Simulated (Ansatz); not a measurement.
Q: Name crystals whose computed values (plane-wave PAW PBEsol (Ansatz code)) fall in these windows: electron conductivity mass (mₑ) 0.45 to 0.57; B₀ by P(V) fit (GPa) 50 to 66; G_Hill (GPa) 29 to 36.

A: 

```tsv
crystal	electron conductivity mass (mₑ)	B₀ by P(V) fit (GPa)	G_Hill (GPa)
BaMgF4, Cmc2_1 (Pearson symbol oS24)	0.52	56.2	31.2
```
Others may fit too.

Standing as an ambient phase not checked: BaMgF4, Cmc2_1 (Pearson symbol oS24). The cell was relaxed under the symmetry of its start. Scalar-relativistic: spin–orbit coupling is off unless named, which matters more the heavier the elements.

Potentials: the later of the program's two PAW sets.
